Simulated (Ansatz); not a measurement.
A relaxation computed with Ansatz, from input to last step.

```yaml
crystal:
  lattice:
    - [5.0461477918, 0.0, 0.0]
    - [0.0, 3.3165906548, 0.0]
    - [0.0, 0.0, 5.5173489372]
  atoms:
    - { symbol: Si, position: [0.3214316294, 0.75, 0.0835642327] }
    - { symbol: Si, position: [0.1785683706, 0.25, 0.5835642327] }
    - { symbol: Si, position: [0.8214316294, 0.75, 0.4164357673] }
    - { symbol: Si, position: [0.6785683706, 0.25, 0.9164357673] }
    - { symbol: Ni, position: [0.0077702264, 0.25, 0.1891015692] }
    - { symbol: Ni, position: [0.4922297736, 0.75, 0.6891015692] }
    - { symbol: Ni, position: [0.5077702264, 0.25, 0.3108984308] }
    - { symbol: Ni, position: [0.9922297736, 0.75, 0.8108984308] }
basis:
  ecutwfc: 500
kpoints:
  mp_grid: { grid: [8, 10, 6] }
hamiltonian:
  xc: r2scan
scf:
  occupations: { method: gaussian, width: 0.1 }
output:
  forces: true
  stress: true
  eigenvalues: true
  write_density: true
  write_potential: true
  elf: true
  volumetric_format: npy
relax:
  adjacent_minimum: "off"
  f_tol: 0.01
  max_steps: 30
  cell: { stress_tol: 0.1, fix: [volume] }
```

```bash
ansatz run input.yaml --threads 2 --pin off --max-ram 5120MiB --backend cpu --events-out ev --progress --plain --runs-dir out
```

Theory: DFT r2SCAN, scalar-relativistic, plane waves, PAW in Ansatz 0.2.0.

The volume is held at 0.97 times that of the relaxed cell.

Of 4 frames 3 are shown, positions in Å and forces in eV/Å; the SCF threshold varies from step to step. Steps run on the plane waves of an earlier cell, with a Pulay correction in the pressure. The basis is chosen afresh for the last frame, the zero of the energies, and at times for earlier ones too; energy and pressure step there, also at an unchanged geometry. Spin polarisation was left out; whether the Ni atoms would carry moments isn't shown by this run.

```xyz
8
Lattice="5.0461 0.0000 0.0000 0.0000 3.3166 0.0000 0.0000 0.0000 5.5173" Properties=species:S:1:pos:R:3:forces:R:3 pbc="T T T" step=1 free_energy_over_end_meV_per_atom=0.43 pressure_GPa=6.26
Si    1.6220    2.4874    0.4611    0.0427    0.0000    0.0390
Si    0.9011    0.8291    3.2197   -0.0427    0.0000    0.0390
Si    4.1451    2.4874    2.2976    0.0427    0.0000   -0.0390
Si    3.4242    0.8291    5.0563   -0.0427    0.0000   -0.0390
Ni    0.0392    0.8291    1.0433    0.0592    0.0000   -0.0802
Ni    2.4839    2.4874    3.8020   -0.0592    0.0000   -0.0802
Ni    2.5623    0.8291    1.7153    0.0592    0.0000    0.0802
Ni    5.0069    2.4874    4.4740   -0.0592    0.0000    0.0802
8
Lattice="5.0467 0.0000 0.0000 0.0000 3.3213 0.0000 0.0000 0.0000 5.5088" Properties=species:S:1:pos:R:3:forces:R:3 pbc="T T T" step=2 free_energy_over_end_meV_per_atom=0.10 pressure_GPa=6.06
Si    1.6260    2.4910    0.4634    0.0221    0.0000    0.0275
Si    0.8974    0.8303    3.2178   -0.0221    0.0000    0.0275
Si    4.1493    2.4910    2.2911    0.0221    0.0000   -0.0275
Si    3.4207    0.8303    5.0455   -0.0221    0.0000   -0.0275
Ni    0.0426    0.8303    1.0371    0.0292    0.0000   -0.0346
Ni    2.4807    2.4910    3.7915   -0.0292    0.0000   -0.0346
Ni    2.5660    0.8303    1.7173    0.0292    0.0000    0.0346
Ni    5.0041    2.4910    4.4718   -0.0292    0.0000    0.0346
8
Lattice="5.0486 0.0000 0.0000 0.0000 3.3253 0.0000 0.0000 0.0000 5.5002" Properties=species:S:1:pos:R:3:forces:R:3 pbc="T T T" step=4 free_energy_over_end_meV_per_atom=0.00 pressure_GPa=5.86
Si    1.6300    2.4940    0.4663    0.0010    0.0000    0.0061
Si    0.8942    0.8313    3.2165   -0.0010    0.0000    0.0061
Si    4.1543    2.4940    2.2838    0.0010    0.0000   -0.0061
Si    3.4185    0.8313    5.0339   -0.0010    0.0000   -0.0061
Ni    0.0458    0.8313    1.0313   -0.0005    0.0000    0.0032
Ni    2.4784    2.4940    3.7814    0.0005    0.0000    0.0032
Ni    2.5701    0.8313    1.7188   -0.0005    0.0000   -0.0032
Ni    5.0027    2.4940    4.4689    0.0005    0.0000   -0.0032
```

Time: 5.6 min on 2 threads of Intel(R) Xeon(R) Processor @ 2.50GHz (Skylake/Cascade Lake), on a shared host, peak memory 0.96 GiB.